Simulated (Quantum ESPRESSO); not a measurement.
# Moving one atom in AsSi6Al

The results below are calculated, not measured. They come from pw.x of Quantum ESPRESSO 7.5, a plane-wave density functional program, with PseudoDojo standard norm-conserving files (v0.5 for PBE, v0.4.1 for LDA and PBEsol). The cells are made up: elements, strain and atom displacements were drawn at random, and nothing was relaxed. There is no spin polarisation, spin-orbit coupling or dispersion term.

The cell has 8 sites of a zincblende or diamond lattice. Sites 1 to 4 hold As Si Si Si; sites 5 to 8 hold Al Si Si Si. Cell vectors in Å: (5.498, 0.000, 0.000); (0.000, 5.498, 0.000); (0.000, 0.000, 5.498). Settings: PBE, cutoff 1143 eV, 6 x 6 x 6 k mesh shifted by half a step, Fermi-Dirac smearing of 0.1 eV.

Each run shifts the Si atom on site 2 along x and leaves all else fixed. Site 7 is one of its nearest neighbours. E is the free energy of the cell above the lowest run shown.

```
run  shift (Å)  Fx on site 2 (eV/Å)  Fx on site 7 (eV/Å)  P (GPa)  E (meV)
  1    -0.1162                2.309               -2.778     4.12    228.3
  2    -0.1035                2.166               -2.721     4.08    199.9
  4    -0.0354                1.379               -2.415     3.93     79.0
  5     0.0388                0.497               -2.081     3.83      9.3
  6     0.0661                0.171               -1.960     3.81      0.2
  7     0.0939               -0.160               -1.839     3.81      0.0
  3    -0.0855                    ?                    ?        ?        ?
```

A rerun of one of these cells at 1437 eV and k mesh 8 x 8 x 8 moved values by no more than 0.002 eV in the cell's energy, 0.02 GPa in stress and 0.002 eV/Å in force.

## Worked fit

A parabola through the six runs shown gives Fx on site 2 = 0.960 - 11.81 u - 1.6 u² eV/Å, with u in Å and a scatter of 0.004 eV/Å. Minus the slope, 11.81 ± 0.09 eV/Å², is this atom's force constant along x at u = 0, with its periodic images moving too. The fitted force vanishes at u = 0.080 Å, where the energy should be lowest along this line. The error is the larger of the fit's own and the change that a cubic makes, rounded up.

## Withheld run

Question: what Fx on site 2 should run 3 give?

The fit gives 1.958 eV/Å. The calculation gave 1.961 eV/Å.

| run | shift (Å) | Fx on site 2 (eV/Å) | Fx on site 7 (eV/Å) | P (GPa) | E (meV) |
| --- | --- | --- | --- | --- | --- |
| 3 | -0.0855 | 1.961 | -2.641 | 4.04 | 162.7 |